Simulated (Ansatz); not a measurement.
One crystal and one scan (scan of one atom of the cell) at two levels, PBE-D3(BJ) (plane waves to 420 eV, PAW, scalar-relativistic; Ansatz, an electronic-structure program) and r2SCAN+rVV10 (plane waves to 500 eV, PAW, scalar-relativistic; Ansatz), each from its own relaxed cell and on its own mesh. The cell shown is that of PBE-D3(BJ).

Starting cell, C (graphite type, space group P6_3/mmc):

```
C
1.0
    2.46498     0.00000     0.00000
   -1.23249     2.13473     0.00000
    0.00000     0.00000     6.72886
C
4
Direct
  0.00000   0.00000   0.25000
  0.00000   0.00000   0.75000
  0.33333   0.66667   0.25000
  0.66667   0.33333   0.75000
```

Scan: atom 1 (C, nearest neighbour C at 1.423 Å; its periodic images, 2.5 Å or more away, move with it) is displaced along Cartesian [110], direction (0.707, 0.707, 0.000) in Cartesian axes, by s. The other atoms stay.

The energy includes the smearing's −TS. C was relaxed with its symmetry unable to fall. The PAW data are Ansatz's earlier set. With partly filled bands, energies and forces of such displacements shift with the k mesh and the smearing. Both scans cover s from -0.140 to 0.140 Å.

ΔE (meV/cell), each from the undisplaced structure of its own level:

```csv
s (Å),PBE-D3(BJ),r2SCAN+rVV10
-0.140,570,594
-0.112,358,373
-0.084,197,205
-0.056,85,89
-0.028,21,22
0.000,0,0
0.028,20,21
0.056,80,84
0.084,179,187
0.112,314,328
0.140,483,withheld
```

Problem. Estimate the r2SCAN+rVV10 value at 0.140 from the PBE-D3(BJ) value there and the ratio of the two levels in the two nearest given rows on that side of the minimum.

Solution. At 0.112 and 0.084 the ratio r2SCAN+rVV10/PBE-D3(BJ) averages 1.045, which gives 1.045 × 483 = 505 meV/cell. The calculation gives 506 meV/cell, +4.8 % against PBE-D3(BJ).

(A displaced cell: forces are minus the slopes of the energy, force constants its curvatures, and phonons follow from these.)
